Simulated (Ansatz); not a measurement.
A generated cell, in the space group of a known form (sites not compared), of V3Ir: Pm-3n (No. 223), cP8, A15 (Cr3Si type); a = 4.729 Å, b = 4.729 Å, c = 4.729 Å, α = 90.00°, β = 90.00°, γ = 90.00°; V 6c (0.000, 0.500, 0.250); Ir 2a (0.000, 0.000, 0.000). Method: PBEsol (plane waves to 420 eV, PAW, scalar-relativistic; Ansatz, a first-principles code). Element references, the lowest calculated here: Ir (Fm-3m), V (Im-3m).

**Question.** Give the formation energy of this Pm-3n form of V3Ir from the elements at the level PBEsol.

**Answer.** -0.50 eV/atom.

A lower structure of this composition may exist.

Static energies, no anion corrections, no zero-point energy. Values are rounded to 0.01 eV/atom. Not shown to be the ambient phase of their composition (a lower form may be missing, and a cell relaxed within its start's symmetry can be a saddle point): V3Ir (Pm-3n). Spin-orbit coupling is missing from these energies, which matters for elements this heavy. The compounds carry no spin polarisation.
